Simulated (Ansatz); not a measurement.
# Does relaxation matter for the field gradients of Y10Al3Ru?

Start: a refined structure from the COD, taken as it stands.

Space group P6_3/mmc (No. 194); a = 9.5888, c = 9.5942 Å, γ = 120.00°.

| site | Wyckoff | site symmetry | x | y | z |
| --- | --- | --- | --- | --- | --- |
| Y1 | 12k | .m. | 0.2078 | 0.4157 | 0.0591 |
| Y13 | 6h | mm2 | 0.5405 | 0.0809 | 0.2500 |
| Y19 | 2a | -3m. | 0.0000 | 0.0000 | 0.0000 |
| Al | 6h | mm2 | 0.2257 | 0.1128 | 0.2500 |
| Ru | 2c | -6m2 | 0.3333 | 0.6667 | 0.2500 |

One atom of each set is listed.

Method: Kohn–Sham DFT in Ansatz, PBE, plane waves and PAW, scalar-relativistic, 420 eV cutoff, Γ-centred 4×4×4 k-points, Fermi–Dirac smearing 0.05 eV.

The largest force at the start is 0.044 eV/Å. Relaxing the ions at fixed cell moves them by 0.007 Å at most (atom 10, Y) and 0.005 Å rms.

```csv
site,moved (Å),first shell before,first shell after,V_zz before (10²¹ V/m²),η before
Y1,0.007,1 Ru at 2.77 Å,1 Ru at 2.78 Å,-5.10,0.14
Y13,0.000,"2 Al at 3.18 Å, 1 Ru at 3.44 Å, 10 Y at 3.52–3.63 Å","2 Al at 3.18 Å, 1 Ru at 3.44 Å, 10 Y at 3.52–3.63 Å",1.61,0.20
Y19,0.000,"6 Al at 3.04 Å, 6 Y at 3.50 Å","6 Al at 3.04 Å, 6 Y at 3.49 Å",-3.56,0.00
Al,0.000,"10 Y at 3.04–3.51 Å, 2 Al at 3.25 Å","10 Y at 3.04–3.50 Å, 2 Al at 3.25 Å",-1.42,0.55
Ru,0.000,6 Y at 2.77 Å,6 Y at 2.78 Å,8.04,0.00
```

Task: How do the gradients change?

Result: 

| site | V_zz after | η after | change of V_zz |
| --- | --- | --- | --- |
| Y1 | -5.09 | 0.13 | +0.01 |
| Y13 | 1.60 | 0.25 | -0.01 |
| Y19 | -3.59 | 0.00 | -0.03 |
| Al | -1.42 | 0.59 | 0.00 |
| Ru | 7.94 | 0.00 | -0.10 |

The largest change of V_zz is on Ru, from 8.04 to 7.94. In per cent, |V_zz| changes by 0 to +1 on Y, -1 on Ru (all sites that start above 2).

The run finds no gap above 0.1 eV (a metal, or nearly one), so the gradients can move by 10 % or more with the k-mesh. Without spin–orbit coupling (the program notes it for Ru and Y) the gradients can shift somewhat, as the gap is small. With these PAW files V_zz is typically within 2 to 3 % of all-electron values, but misses above 10 % occur on Ru.
